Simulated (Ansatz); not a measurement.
Relaxed-ion elastic tensor of AlAg (rock salt, space group No. 225) in GPa (Voigt order), plane-wave PAW PBEsol (Ansatz code); density 5.95 g/cm³, 18.82 Å³ per atom.

```
  141   44.4   44.4    0.0    0.0    0.0
 44.4    141   44.4    0.0    0.0    0.0
 44.4   44.4    141    0.0    0.0    0.0
  0.0    0.0    0.0  -14.8    0.0    0.0
  0.0    0.0    0.0    0.0  -14.8    0.0
  0.0    0.0    0.0    0.0    0.0  -14.8
```

Q: Is the crystal mechanically stable?

A: No: the smallest eigenvalue of C is -14.8 GPa.

Space group Fm-3m (rock salt). The start of the workflow was typed in or built on a structure type; neither database checked (COD, Materials Project) lists it. Its standing as an ambient phase is unchecked. Symmetry was held in the PBEsol relaxation. At this level the phase is mechanically unstable. No spin polarisation was allowed. The volume moved by 18 % from the start of the relaxation. Its formation energy is positive at this level, so the cell may be metastable or incomplete. As this level gives no gap, shear constants depend on the k-mesh and smearing (Fermi–Dirac, 0.1 eV here).

Potentials: the earlier of the program's two PAW sets. The files were generated under PBE; for other functionals the program regenerates the frozen cores, and for LDA and PBEsol the local potential too.
